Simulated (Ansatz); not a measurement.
SnO in space group R3m (No. 160; Sn on 3a, O on 3a) at seven volumes, LDA (plane waves, PAW; program Ansatz), shape and atoms relaxed at each. One row is withheld.

```csv
V (Å³/atom),P (GPa)
15.977,4.30
16.503,2.50
17.030,1.10
17.557,0.07
18.083,-0.65
18.610,?
19.137,-1.62
```

Problem. Fit the shown pressures and predict the withheld one.

Solution. P = (3/2)B₀(x^(7/2) − x^(5/2))[1 + (3/4)(B′ − 4)(x − 1)] with x = (V₀/V)^(2/3). Least squares on the six rows gives V₀ = 17.606 Å³/atom, B₀ = 28.9 GPa, B′ = 9.20. At V = 18.610, x = 0.9637 and P = -1.23 GPa. The run itself gave -1.22 GPa.

The cell is a constructed one: a structure type filled with these elements; neither database checked (COD, Materials Project) lists it. It is not the phase usual at ambient conditions (space group No. 129). Symmetry was held in the LDA relaxation; of distortions, only those at the zone centre were tested. Scalar-relativistic: spin–orbit coupling is off unless named, which matters more the heavier the elements.

Potentials: the later of the program's two PAW sets.
